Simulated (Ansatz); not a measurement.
## How much do the gradients of SnI4O12 depend on the method?

Cell: a measured structure from the Crystallography Open Database (COD), ions relaxed with PBE at fixed cell.

```
CELL_PARAMETERS angstrom
5.05760 0.00000 0.00000
0.10622 6.27990 0.00000
0.19802 0.33619 8.37742
ATOMIC_POSITIONS crystal
Sn 0.00000 0.00000 0.50000
I 0.50614 0.77629 0.23714
I 0.49386 0.22371 0.76286
I 0.98044 0.69957 0.84379
I 0.01956 0.30043 0.15621
O 0.78335 0.95891 0.29655
O 0.21665 0.04109 0.70345
O 0.30327 0.79539 0.42415
O 0.69673 0.20461 0.57585
O 0.84698 0.74549 0.63684
O 0.15302 0.25451 0.36316
O 0.82612 0.43507 0.88547
O 0.17388 0.56493 0.11453
O 0.66736 0.52838 0.29056
O 0.33264 0.47162 0.70944
O 0.73114 0.86229 0.94586
O 0.26886 0.13771 0.05414
```

Sites (sets of like atoms) are named by element and the number of their first atom in this list.

First run. All values are calculated (Ansatz; DFT, PBE, plane waves and PAW, scalar-relativistic, 420 eV cutoff, Γ-centred 5×4×3 k-points, Fermi–Dirac smearing 0.02 eV), not measured.

```csv
site,atom,V_zz (10²¹ V/m²),η
Sn,1,-5.51,0.51
I2,2,-51.8,0.49
I4,4,-50.2,0.19
O6,6,12.92,0.58
O8,8,14.47,0.37
O10,10,13.96,0.62
O12,12,14.71,0.45
O14,14,15.49,0.23
O16,16,13.13,0.30
```

Second run. The same atoms and settings, except that spin–orbit coupling is included (fully relativistic PAW files).

Q: Given the first result, estimate the second.

A: 

```csv
site,atom,V_zz,η,change of V_zz
Sn,1,-5.48,0.50,+0.03
I2,2,-51.9,0.49,-0.09
I4,4,-50.4,0.19,-0.19
O6,6,12.99,0.58,+0.07
O8,8,14.54,0.37,+0.07
O10,10,14.01,0.62,+0.05
O12,12,14.80,0.44,+0.09
O14,14,15.63,0.23,+0.14
O16,16,13.27,0.30,+0.14
```

The largest change of V_zz is on I4, from -50.2 to -50.4. In per cent, |V_zz| changes by -1 on Sn, 0 on I, 0 to +1 on O (all sites that start above 0.5).
